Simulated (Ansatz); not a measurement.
WSeS:
```cif
data_S2Se2W2
_chemical_formula_sum 'W2 Se2 S2'
_space_group_name_H-M_alt 'P-3m1'
_space_group_IT_number 164
_space_group_name_Hall '-P 3 2"'
_cell_length_a 3.23581
_cell_length_b 3.23581
_cell_length_c 12.89662
_cell_angle_alpha 90.000
_cell_angle_beta 90.000
_cell_angle_gamma 120.000
loop_
_atom_site_label
_atom_site_type_symbol
_atom_site_symmetry_multiplicity
_atom_site_Wyckoff_symbol
_atom_site_fract_x
_atom_site_fract_y
_atom_site_fract_z
_atom_site_occupancy
W1 W 2 d 0.33333 0.66667 0.25992 1
Se1 Se 2 d 0.66667 0.33333 0.12832 1
S1 S 2 d 0.66667 0.33333 0.37835 1
```

Relaxed with r²SCAN+D4. r²SCAN+D4 (plane waves, PAW; program Ansatz) gives a gap of 1.03 eV.

Question: What gap does HSE06 give on the same cell (Ansatz, PAW)?

Answer: 1.42 eV, 0.39 eV more. The hybrid was solved on a coarser mesh and at special points; the gap given is the minimum over both.

| k | v1 r²SCAN+D4 | c1 r²SCAN+D4 | v1 HSE06 | c1 HSE06 |
|---|---|---|---|---|
| Γ | 0.00 | 2.49 | … | … |
| A | -0.11 | 2.49 | -0.13 | 3.02 |
| K | -0.54 | 1.22 | … | … |
| H | -0.61 | 1.22 | -0.58 | 1.60 |
| M | -1.51 | 2.19 | … | … |
| L | -1.54 | 2.20 | … | … |

Question: Top valence (v1) and lowest conduction level (c1) in eV from each method's valence maximum (which need not be a listed point): supply the withheld HSE06 values.

Answer: 
- K, v1 HSE06: -0.51
- K, c1 HSE06: 1.60
- Γ, v1 HSE06: 0.00
- Γ, c1 HSE06: 3.02
- M, v1 HSE06: -1.65
- M, c1 HSE06: 2.71
- L, v1 HSE06: -1.68
- L, c1 HSE06: 2.73

Cost on shared cores: the r²SCAN+D4 run (SCF on a 10×10×3 mesh, then bands and DOS) around 100 core-seconds (rough), the HSE06 run (SCF on 6×6×2, then a few points) roughly 4 core-minutes; the tasks are unlike.

The first step of the workflow began from a Materials Project structure, measured or hypothetical; the Crystallography Open Database copy checked does not list it. Its standing as an ambient phase is unchecked. The r²SCAN+D4 relaxation kept the symmetry of its start; whether a distortion lowers the energy is not shown. The run is not spin-polarised. Scalar-relativistic: spin–orbit coupling is off unless named, which matters more the heavier the elements.

Potentials: the later of the program's two PAW sets.
